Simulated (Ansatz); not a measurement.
Structure: ZnS (4H polytype), at its r2SCAN minimum. It is hexagonal, P6_3mc (No. 186); conventional cell a = 3.808 Å, c = 12.466 Å, 19.56 Å³ an atom. Zn is surrounded by 4 S at 2.33 Å; Zn is surrounded by 4 S at 2.33–2.34 Å; S is surrounded by 4 Zn at 2.33 Å; S is surrounded by 4 Zn at 2.33–2.34 Å.

```
Zn S
1.0
     3.80761    0.00000    0.00000
    -1.90381    3.29749    0.00000
     0.00000    0.00000   12.46582
Zn S
4 4
Direct
  0.00000 0.00000 0.00011
  0.33333 0.66667 0.25007
  0.00000 0.00000 0.50011
  0.66667 0.33333 0.75007
  0.00000 0.00000 0.18724
  0.33333 0.66667 0.43759
  0.00000 0.00000 0.68724
  0.66667 0.33333 0.93759
```

4 runs of the PAW code Ansatz on this cell differ in the functional (and in the settings that go with it). Levels are in eV from each run's valence top; v1 is the last filled band, c1 the first empty one.

Run A, mean stress +1.4 GPa (compression positive):

| point | v4 | v3 | v2 | v1 | c1 | c2 |
| --- | --- | --- | --- | --- | --- | --- |
| Γ | -0.50 | -0.04 | 0.00 | 0.00 | 4.08 | 5.16 |
| M | -1.73 | -1.72 | -1.20 | -0.95 | 5.13 | 5.16 |
| K | -2.53 | -1.91 | -1.91 | -1.43 | 6.50 | 6.77 |

Run B, mean stress 0.0 GPa (compression positive):

| point | v4 | v3 | v2 | v1 | c1 | c2 |
| --- | --- | --- | --- | --- | --- | --- |
| Γ | -0.48 | -0.04 | 0.00 | 0.00 | 2.74 | 3.71 |
| M | -1.66 | -1.64 | -1.15 | -0.91 | 3.74 | 3.75 |
| K | -2.38 | -1.83 | -1.83 | -1.39 | 5.01 | 5.29 |

Run C, mean stress +1.6 GPa (compression positive):

| point | v4 | v3 | v2 | v1 | c1 | c2 |
| --- | --- | --- | --- | --- | --- | --- |
| Γ | -0.49 | -0.04 | 0.00 | 0.00 | 3.41 | 4.46 |
| M | -1.71 | -1.69 | -1.19 | -0.93 | 4.44 | 4.46 |
| K | -2.49 | -1.88 | -1.88 | -1.42 | 5.79 | 6.06 |

Run D, mean stress +2.3 GPa (compression positive):

| point | v4 | v3 | v2 | v1 | c1 | c2 |
| --- | --- | --- | --- | --- | --- | --- |
| Γ | -0.47 | -0.04 | 0.00 | 0.00 | 2.18 | 3.21 |
| M | -1.62 | -1.60 | -1.13 | -0.89 | 3.31 | 3.36 |
| K | -2.33 | -1.78 | -1.78 | -1.35 | 4.52 | 4.91 |

Question: Match the runs to PBE, r2SCAN, HSE06, PBE0.

Answer: A is PBE0, B is r2SCAN, C is HSE06, D is PBE. In order of the gap: PBE 2.18, r2SCAN 2.74, HSE06 3.41, PBE0 4.08 eV. The stress vanishes for r2SCAN, which relaxed the cell.

Spin-unpolarised throughout; all numbers are computed.

The stress of a hybrid is loosely converged in these runs.

The meshes of the hybrids are coarse, so their gaps aren't converged to the digits shown.
